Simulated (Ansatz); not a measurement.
TiZn:
```
TiZn
1.0
    3.12080     0.00000     0.00000
    0.00000     3.12080     0.00000
    0.00000     0.00000     3.12080
Ti Zn
1 1
Direct
  0.50000   0.50000   0.50000
  0.00000   0.00000   0.00000
```

Relaxed with r²SCAN. Special points in fractions of this cell's reciprocal vectors: Γ (0.000, 0.000, 0.000); X (0.000, 0.500, 0.000); M (0.500, 0.500, 0.000); R (0.500, 0.500, 0.500).

Task: List the band energies nearest the Fermi level at these points for r²SCAN in the plane-wave PAW code Ansatz.

Result: In eV from the Fermi level; about four levels below and three above (degenerate sets whole), none deeper than 8.9 eV; points with the same levels are listed once.

```
k                          below           above
-  -----------------------------  --------------
Γ  -7.15 -7.15 -7.15 -0.61 -0.61  2.46 2.46 2.46
X        -7.10 -4.81 -4.54 -0.46  0.75 0.75 2.44
M        -3.85 -0.91 -0.91 -0.24  1.69 1.69 3.02
R  -6.91 -6.91 -2.39 -2.39 -2.39  2.37 3.08 3.08
```

Space group Pm-3m (CsCl type). The workflow started from a Materials Project entry (that database holds measured and hypothetical structures alike); the Crystallography Open Database copy checked does not list it. With Ti and Zn taken as one species the cell has the higher symmetry Im-3m, so it may be an ordered model of a mixed-site phase. Its standing as an ambient phase is unchecked. Symmetry was held in the r²SCAN relaxation; its stability against distortions is not shown here. The run is not spin-polarised.

Potentials: the later of the program's two PAW sets.
